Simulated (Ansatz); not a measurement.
HfSiW:
```xyz
12
Lattice="6.9020 0.0000 0.0000 0.0000 3.5066 0.0000 0.0000 0.0000 8.1542" Properties=species:S:1:pos:R:3 pbc="T T T"
Hf     0.2884     0.8767     5.4374
Hf     6.6136     2.6300     2.7168
Hf     3.1626     2.6300     1.3603
Hf     3.7393     0.8767     6.7939
Si     1.7682     0.8767     2.9348
Si     5.1338     2.6300     5.2194
Si     1.6828     2.6300     7.0119
Si     5.2192     0.8767     1.1423
W      0.9192     0.8767     0.4924
W      5.9828     2.6300     7.6618
W      2.5318     2.6300     4.5695
W      4.3702     0.8767     3.5847
```

Relaxed with r²SCAN. Special points in fractions of this cell's reciprocal vectors: Γ (0.000, 0.000, 0.000); X (0.500, 0.000, 0.000); S (0.500, 0.500, 0.000); Y (0.000, 0.500, 0.000); Z (0.000, 0.000, 0.500); U (0.500, 0.000, 0.500); R (0.500, 0.500, 0.500); T (0.000, 0.500, 0.500).

**Question.** List the band energies nearest the Fermi level at these points for DFT-r²SCAN in the program Ansatz with PAW potentials.

**Answer.** In eV from the Fermi level; about four levels below and three above (degenerate sets whole), none deeper than 8.9 eV; points with the same levels are listed once.

| k | below | above |
|---|---|---|
| Γ | -1.23 -0.93 -0.88 -0.43 | 0.42 0.52 0.57 |
| X | -0.79 -0.79 -0.06 -0.06 | 0.52 0.52 0.84 0.84 |
| S | -1.78 -1.78 -1.78 -1.78 | 0.95 0.95 0.95 0.95 |
| Y | -1.89 -1.89 -1.24 -1.24 | 0.47 0.47 0.72 0.72 |
| Z | -1.12 -1.12 -0.27 -0.27 | 0.09 0.09 1.22 1.22 |
| U | -1.57 -1.57 -1.53 -1.53 | 0.00 0.00 1.02 1.02 |
| R | -1.74 -1.74 -1.74 -1.74 | 0.93 0.93 0.93 0.93 |
| T | -0.53 -0.53 -0.02 -0.02 | 1.69 1.69 1.80 1.80 |

Space group Pnma. The first step of the workflow began from a Materials Project structure, measured or hypothetical; the Crystallography Open Database copy checked does not list it. Its standing as an ambient phase is unchecked. Symmetry was held in the r²SCAN relaxation; whether a distortion lowers the energy is not shown. No spin polarisation was allowed. Scalar-relativistic: spin–orbit coupling is off unless named, which matters more the heavier the elements.

Potentials: the earlier of the program's two PAW sets.
